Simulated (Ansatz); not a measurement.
# Calculated with Ansatz: Cs₂InAg, settings compared

The command:

```bash
ansatz run input.yaml --threads 1 --pin off --max-ram 2560MiB --backend cpu --events-out ev --progress --plain --runs-dir out
```

Input:

```yaml
crystal:
  lattice:
    - [0.0, 7.061673, 0.0]
    - [7.061673, 0.0, 0.0]
    - [3.530836, 3.530836, -6.897175]
  atoms:
    - { symbol: In, position: [0.5, 0.5, 0.0] }
    - { symbol: In, position: [0.25, 0.75, 0.5] }
    - { symbol: Cs, position: [0.375, 0.3868, 0.75] }
    - { symbol: Cs, position: [0.6132, 0.125, 0.25] }
    - { symbol: Cs, position: [0.875, 0.8632, 0.75] }
    - { symbol: Cs, position: [0.1368, 0.625, 0.25] }
    - { symbol: Ag, position: [0.0, 0.0, 0.0] }
    - { symbol: Ag, position: [0.75, 0.25, 0.5] }
  symmetry: { tolerance: 0.0003 }
kpoints:
  mp_grid: { grid: [3, 3, 3], shift: [0, 0, 0] }
magnetization:
  spin_polarized: false
scf:
  occupations: { method: cold, width: 0.0905 }
hamiltonian:
  pseudopotentials: { kind: paw }
  xc: r2scan
basis:
  ecutwfc: 500
output:
  forces: true
  stress: true
  eigenvalues: true
```

Origin of the cell: a known structure type with other elements, at an estimated volume, so it need not be a known compound.

Output of this run (shortened):

```
Pseudopotentials: kind: paw
Pseudopotential: In, paw, valence charge 13, recommended cutoff 500 eV (meta_gga), In.paw.azcp
Pseudopotential: Cs, paw, valence charge 9, recommended cutoff 500 eV (meta_gga), Cs.paw.azcp
Pseudopotential: Ag, paw, valence charge 19, recommended cutoff 500 eV (meta_gga), Ag.paw.azcp
Functional definition: r2SCAN
  exchange = r2scan_x(k0 = k0, k1 = k1, a1 = a1)
  correlation = r2scan_c
Crystal: 8 atoms, lattice volume = 343.943 Å³
Basis set: ecut = 500 eV, 8701 PW (Γ), exchange–correlation on 216×216×256 points (64 copies of the dense FFT grid, shifted against one another)
Bands: 60, of which v1, the nominal top of the filled ones, is band 50 counted from 1 (49 counted from 0)
Symmetry: 8 space group operations
[… 11 lines left out …]
Initial density: superposition of atomic densities (neutral atoms: chi_scale 0, normalization atom), corrected by the library's trained network
Functional: x = r2scan, c = r2scan; τ floored in thin density (d = 2e-4 eV/Å³)
SCF iter   1: F=—  HF=-49165.314999 eV  Δρ=4.57e-3  dr2=1.16e-1  dr2_τ=1.53e-2
SCF iter   2: F=—  HF=-49165.473476 eV  S|Δr|=    0.00e0  Δρ=2.21e-3  dr2=1.96e-2  dr2_τ=1.36e-3  defer=15
SCF iter   3: F=—  HF=-49165.479442 eV  S|Δr|=    0.00e0  Δρ=1.84e-3  dr2=1.63e-2  dr2_τ=4.93e-4  defer=15
SCF iter   4: F=—  HF=-49165.478222 eV  S|Δr|=    0.00e0  Δρ=7.41e-4  dr2=3.45e-3  dr2_τ=1.06e-4  defer=9
SCF iter   5: F=—  HF=-49165.478426 eV  S|Δr|=    0.00e0  Δρ=2.52e-4  dr2=5.80e-4  dr2_τ=4.93e-6  defer=9
SCF iter   6: F=—  HF=-49165.478515 eV  S|Δr|=    0.00e0  Δρ=1.45e-4  dr2=1.63e-4  dr2_τ=1.80e-6  defer=9
SCF iter   7: F=—  HF=-49165.478499 eV  S|Δr|=    0.00e0  Δρ=5.07e-5  dr2=1.06e-5  dr2_τ=1.77e-7  defer=9
SCF iter   8: F=—  HF=-49165.478721 eV  S|Δr|=    0.00e0  Δρ=2.49e-5  dr2=2.20e-6  dr2_τ=3.49e-8  defer=9
SCF iter   9: F=—  HF=-49165.478721 eV  S|Δr|=    0.00e0  Δρ=5.30e-6  dr2=1.10e-7  dr2_τ=2.90e-9  defer=9
SCF iter  10: F=-49165.478721 eV  HF=-49165.478721 eV  S|Δr|=    0.00e0  Δρ=1.17e-6  dr2=5.59e-9  dr2_τ=2.37e-10
SCF 1 converged in 10 iterations: F = -49165.478721 eV  dr2 = 5.59e-9
SCF converged after 10 iterations
Stability not checked: this state was not tested for a lower state beside it, because cold or Methfessel-Paxton smearing, or corrected tetrahedra, fill the levels in a way that the test cannot read (fill_not_monotonic; […]
Free energy (F): -49165.478721 eV
Harris-Foulkes:  -49165.478721 eV  (|F-HF|=7.96e-9)
Internal energy: -49165.482536 eV  (E = F + TS)
E sigma→0 (E₀):  -49165.479993 eV
Entropy (-TS):   0.003815 eV (0.477 meV/atom)
Fermi energy:    6.648923 eV
--- Per-component energies (eV) ---
  E_band       = -1276.887493
  E_kinetic    = 2132.387227
  E_local      = -12167.275682  (includes V_loc(G=0)·N_el)
  E_nonlocal   = 1011.950091
  E_hartree    = 5256.603253
  E_xc         = -1417.267263
  E_vxc        = -1303.878636  (∫ρ·V_xc dr)
  E_paw        = -36576.762621  (= ΣΔE_a)
  E_vpaw       = -1544.808344  (= ΣTr[D̂ρ^β])
  E_aug_tail   = 0.000135  (compensation charges beyond the density's cutoff)
  E_vtau       = 81.532057  (kinetic-family band-sum trace: ∫τ·v_τ [+ j·A + Jᵃ·Aᵃ] dr)
  E_ewald      = -7406.229664
  E_core_change = 1.111987  (= ΣΔE_core)
  E_smearing   = 0.003815  (= −TS)
  Σ components = -49165.478721   (vs F -49165.478721, Δ=0.00e0)
--- Forces (eV/Å), atoms counted from 1 ---
[… 3 lines left out …]
  atom   4  Cs    -0.000000     1.260268    -0.000000
  atom   5  Cs     1.260268    -0.000000    -0.000000
  atom   6  Cs     0.000000    -1.260268     0.000000
  atom   7  Ag    -0.000000    -0.000000     0.000000
  atom   8  Ag     0.000000     0.000000     0.000000
  max |Σ_I F_I| component: 2.14e-16 eV/Å
--- Stress (GPa, compression-positive) ---
        9.215924      -0.000000      -0.000000
       -0.000000       9.215924      -0.000000
       -0.000000      -0.000000       8.521331
  P = ⅓ Tr σ = 8.9844 GPa (89.844 kbar)
```

The same input was run again with these changes:

1. `hamiltonian.hubbard` default → { sites: [{ species: Ag, l: d, u_eff: 3.0 }], double_counting: fll }
2. `scf.lower_state_search` default → "off"; `scf.occupations.method` cold → methfessel_paxton; `scf.occupations.width` 0.0905 → 0.001
3. `basis.ecutrho_ratio` default → 8
4. `magnetization` { spin_polarized: false } → { spin_polarized: true } (starts: flip); `kpoints.mp_grid.grid` [3, 3, 3] → [4, 4, 4]; `basis.xc_grid` default → 3; typed moments: none

| run | end | SCF iterations | P (GPa) | max force component (eV/Å) | moment (μB) | ΔE(σ→0) (meV/atom) |
| --- | --- | --- | --- | --- | --- | --- |
| base | converged | 10 | 8.98 | 1.260 | – | 0 |
| 1 | converged | 11 | 9.09 | 1.241 | – | – |
| 2 | converged | 18 | 8.99 | 1.254 | – | 0.13 |
| 3 | converged | 10 | 8.98 | 1.260 | – | -0.02 |
| 4 | converged | 15 | 9.43 | 1.357 | 2.65 | -14.79 |

Energies are compared only where functional, datasets, charge and starting cell are the same.

Caveats of the base run: the k mesh is coarse if the cell is a metal.

Run 4: one start, so the magnetic state may not be the lowest; spin is on but no moment was typed.

Time of the base run: 22 s on 1 thread of Intel(R) Xeon(R) 6975P-C (Granite Rapids), on a shared host, peak memory 1.3 GiB, from the program's own first density.
